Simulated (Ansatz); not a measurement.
# CrAgF2: input and output

The input, for Ansatz 0.2.0 (plane waves, PAW):

```yaml
crystal:
  lattice:
    - [3.133533, 0.0, 0.0]
    - [-1.566766, 2.713724, 0.0]
    - [0.0, -1.809146, 6.477018]
  atoms:
    - { symbol: Cr, position: [0.5, 0.0, 0.5] }
    - { symbol: F, position: [0.1119, 0.2238, 0.3357] }
    - { symbol: F, position: [0.8881, 0.7762, 0.6643] }
    - { symbol: Ag, position: [0.0, 0.0, 0.0] }
  symmetry: { tolerance: 0.0003 }
kpoints:
  mp_grid: { grid: [10, 10, 10], shift: [0, 0, 0] }
  band_path:
    path:
      - [0.0, 0.0, 0.0]
      - [0.0, 0.0, 0.5]
      - [0.64066048, -0.32033024, 0.5]
      - [0.67966976, -0.35933952, 0.17966976]
      - [0.5, 0.0, 0.0]
      - [0.0, 0.0, 0.0]
      - [0.67966976, -0.33983488, 0.0]
      - [0.66016512, -0.33983488, 0.33983488]
      - [0.5, -0.5, 0.5]
      - [0.0, 0.0, 0.0]
    npoints: 6
magnetization:
  spin_polarized: false
scf:
  occupations: { method: fermi_dirac }
  lower_state_search: "off"
  max_iter: 200
hamiltonian:
  pseudopotentials: { kind: paw }
  xc: pbesol
  hubbard:
    projectors: all-electron-ortho-atomic
    sites: [{ species: Cr, l: d, u: 4.05, j: 0.96 }]
basis:
  ecutwfc: 420
  fft_grid_basis: typed
output:
  forces: true
  stress: true
  eigenvalues: true
  bader: true
  populations: true
  elf: true
  write_potential: true
  volumetric_format: npy
  dos:
    e_range: [-12, 8]
    de: 0.05
    projected: { site_lists: { Ag: [Ag], Cr: [Cr], F: [F] } }
checkpoint:
  read: saved_state
```

The saved state is an earlier solution for the same cell, perhaps on another mesh. 

Excerpt of what it printed:

```
Free energy (F): -12467.0588 eV
Harris-Foulkes:  -12467.0588 eV  (|F-HF|=2.76e-9)
Internal energy: -12467.0026 eV  (E = F + TS)
E sigma→0 (E₀):  -12467.0307 eV
Entropy (-TS):   -0.0562 eV (-14.059 meV/atom)
Fermi energy:    11.4585 eV
--- Per-component energies (eV) ---
  E_band       = -624.4780
  E_kinetic    = 1283.0324
  E_local      = -5411.2914  (includes V_loc(G=0)·N_el)
  E_nonlocal   = 318.3871
  E_hartree    = 2293.1987
  E_xc         = -474.8557
  E_vxc        = -608.5354  (∫ρ·V_xc dr)
  E_hubbard    = 1.0433  (on-site DFT+U / exact-exchange correction)
  E_vhub       = -5.1213  (the Hubbard potential's part of the band-sum identity)
  E_paw        = -5393.4342  (= ΣΔE_a)
  E_vpaw       = -787.3554  (= ΣTr[D̂ρ^β])
  E_aug_tail   = 0.0046  (compensation charges beyond the density's cutoff)
  E_ewald      = -5083.6550
  E_core_change = 0.5676  (= ΣΔE_core)
  E_smearing   = -0.0562  (= −TS)
--- Forces (eV/Å), atoms counted from 1 ---
  atom   1  Cr     0.0000     0.0000     0.0000
  atom   2  F      0.0000     0.0000     2.3837
  atom   3  F      0.0000     0.0000    -2.3837
  atom   4  Ag     0.0000     0.0000     0.0000
--- Stress (GPa, compression-positive) ---
       -3.6693       0.0000       0.0000
        0.0000      -3.6693       0.0000
        0.0000       0.0000      19.4817
  P = ⅓ Tr σ = 4.0477 GPa (40.477 kbar)
--- Löwdin populations: 4 sites ---
  site symbol       q [e]
     0     Cr     13.0182
     1      F      7.5147
     2      F      7.5147
     3     Ag     18.7973
  spilling = 0.0033 (of n_electrons = 47.0000)
--- Bader charges: 4 sites ---
  site symbol  charge [e]  shift [e]
     0     Cr      1.4101     0.0030
     1      F     -0.7879     0.0018
     2      F     -0.7879     0.0018
     3     Ag      0.1656     0.0007
```

Origin: a known structure type with other elements, at an estimated volume, so it need not be a known compound. Caveats: no spin polarisation, so a magnetic state may lie lower; atoms or cell far from equilibrium.
